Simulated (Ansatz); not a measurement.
## Property card for SrTiO$_{3}$

SrTiO$_{3}$:
```xyz
10
Lattice="-2.7594 2.7594 3.9141 2.7594 -2.7594 3.9141 2.7594 2.7594 -3.9141" Properties=species:S:1:pos:R:3 pbc="T T T"
Sr     0.0000     2.7594     1.9571
Sr     2.7594     0.0000     1.9571
Ti     0.0000     0.0000     0.0000
Ti     0.0000     0.0000     3.9141
O     -1.2867     1.4726     3.9141
O      4.0461     1.2867     0.0000
O      1.2867     1.4726     0.0000
O      1.4726     1.2867     3.9141
O      0.0000     0.0000     5.8712
O      0.0000     0.0000     1.9571
```

Space group I4/mcm (No. 140); conventional cell a = b = 5.519 Å, c = 7.828 Å, α = β = γ = 90.00°.

Method: the program Ansatz at the r²SCAN level (PAW). Geometry: relaxed at this level of theory. Other levels are named where they apply.

Cell and energy:

- Volume per atom: 11.92 Å³
- Density: 5.11 g/cm³
- Formation energy from the elements (no fitted shifts): -3.43 eV/atom

Electronic structure:

* **Band gap**: 2.32 eV (direct)
* **Valence-band maximum**: at Γ
* **Conduction-band minimum**: at Γ
* **Electron effective mass, band 1 of 2 at the edge**: 0.94 along x, 0.43 along z (mₑ)
* **Electron effective mass, band 2 of 2 at the edge**: 0.71 along x, 0.43 along z (mₑ)
* **Electron effective mass with spin–orbit coupling**: 0.43, 0.75, 0.87 mₑ (principal values)
* **Hole effective mass, band 1 of 2 at the edge**: 3.3 along x, 0.92 along z (mₑ)
* **Hole effective mass, band 2 of 2 at the edge**: 1.1 along x, 0.92 along z (mₑ)
* **Hole effective mass with spin–orbit coupling**: 0.92, 1.6, 1.7 mₑ (principal values)
* **HSE06 gap on the r²SCAN cell**: 3.39 eV
* **Gap with spin–orbit coupling**: 2.30 eV

Mechanics:

- Bulk modulus (Birch–Murnaghan fit) = 186 GPa
- Pressure derivative B′ = 4.2
- Elastic constants (relaxed ions, GPa) = C11 = 334, C12 = 90.8, C13 = 122, C33 = 344, C44 = 96.6, C66 = 121
- Mechanical stability = stable (all eigenvalues of C positive)
- Hill bulk and shear moduli = 186 and 107 GPa
- Young's modulus = 270 GPa
- Poisson's ratio = 0.26
- Debye temperature from the elastic constants = 664 K

Dielectric response:

- Electronic dielectric constant ε∞ (DFPT) = 5.64 (xx = yy), 5.65 (zz)
- Born charges (a third of the trace) = Sr +2.51, Ti +7.13, O -3.22 to -3.21 e

Phonons:

- Highest zone-centre frequency (without LO–TO term): 25.03 THz
- Zone-centre stability: unstable, softest mode 86i cm⁻¹

Charges:

Bader charges: Sr +1.63, Ti +2.34, O -1.32 e

The workflow started from a Materials Project entry (that database holds measured and hypothetical structures alike); the Crystallography Open Database files this formula in space group No. 140, but the cells were not matched. It is not the phase usual at ambient conditions (space group No. 221). The r²SCAN relaxation kept the symmetry of its start. The run is not spin-polarised. The references are the lowest solids computed at this level, not always the standard phases (solids in place of the gases). Spin–orbit coupling is left out wherever it is not named.

Potentials: the earlier of the program's two PAW sets.
